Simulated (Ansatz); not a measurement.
Sn$_{2}$Ir, DFT, r2SCAN, PAW with Ansatz's default frozen-core files, scalar-relativistic (Ansatz 0.2.0), run on 2 threads of Arm Neoverse V1 on a shared host.

The geometry is COD entry 9009019, unchecked; take it as a test cell.

Command: `ansatz run input.yaml --threads 2 --pin off --max-ram 6144MiB --backend cpu --events-out ev --progress --plain --runs-dir out`

```yaml
crystal:
  lattice:
    - [0.0, 3.169, 3.169]
    - [3.169, 0.0, 3.169]
    - [3.169, 3.169, 0.0]
  atoms:
    - { symbol: Sn, position: [0.25, 0.25, 0.25] }
    - { symbol: Sn, position: [0.75, 0.75, 0.75] }
    - { symbol: Ir, position: [0.0, 0.0, 0.0] }
kpoints:
  mp_grid: { grid: [5, 5, 5] }
scf:
  occupations: { method: fermi_dirac, width: 0.08 }
hamiltonian:
  xc: r2scan
  pseudopotentials: { kind: paw }
output:
  forces: true
  stress: true
md:
  timestep: 3.0
  n_steps: 15
  ensemble: nve
  temperature: 300
  initial_velocities: maxwell_boltzmann
  seed: 382445
```

Task: How large is the problem that the program sets up?

Result: 63 irreducible k-points, 1639 plane waves at Γ, 27 bands.

Task: About how long does it take, and how much memory does it use?

Result: 3.3 min of wall time for 75 SCF iterations, with a peak of 0.65 GiB. Times on shared machines scatter by tens of per cent.
